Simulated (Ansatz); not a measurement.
LiCl:
```
CELL_PARAMETERS angstrom
      0.00000     2.55587     2.55587
      2.55587     0.00000     2.55587
      2.55587     2.55587     0.00000
ATOMIC_POSITIONS crystal
  Li 0.00000 0.00000 0.00000
  Cl 0.50000 0.50000 0.50000
```

Relaxed with r²SCAN.

Problem. Tabulate the valence density and the electron localisation function along the shortest Li–Cl contact (2.56 Å), r²SCAN (plane waves, PAW; program Ansatz).

Solution. 

| distance from Li (Å) | density (e/Å³) | ELF |
|---|---|---|
| 0.26 | 5.77 | 0.99 |
| 0.38 | 2.78 | 0.91 |
| 0.51 | 0.87 | 0.40 |
| 0.64 | 0.18 | 0.04 |
| 0.77 | 0.08 | 0.01 |
| 0.89 | 0.08 | 0.03 |
| 1.02 | 0.10 | 0.21 |
| 1.15 | 0.14 | 0.56 |
| 1.28 | 0.22 | 0.74 |
| 1.41 | 0.34 | 0.82 |
| 1.53 | 0.54 | 0.86 |
| 1.66 | 0.82 | 0.88 |
| 1.79 | 1.21 | 0.88 |
| 1.92 | 1.59 | 0.85 |
| 2.04 | 1.74 | 0.78 |
| 2.17 | 1.53 | 0.61 |
| 2.30 | 1.04 | 0.37 |

The density is the valence pseudo-density with augmentation charge, so density and ELF within about 1 Å of a nucleus are not all-electron values.

Space group Fm-3m (rock salt). Symmetry was held in the r²SCAN relaxation.

Potentials: the earlier of the program's two PAW sets. The files were generated under PBE; for other functionals the program regenerates the frozen cores, and for LDA and PBEsol the local potential too.
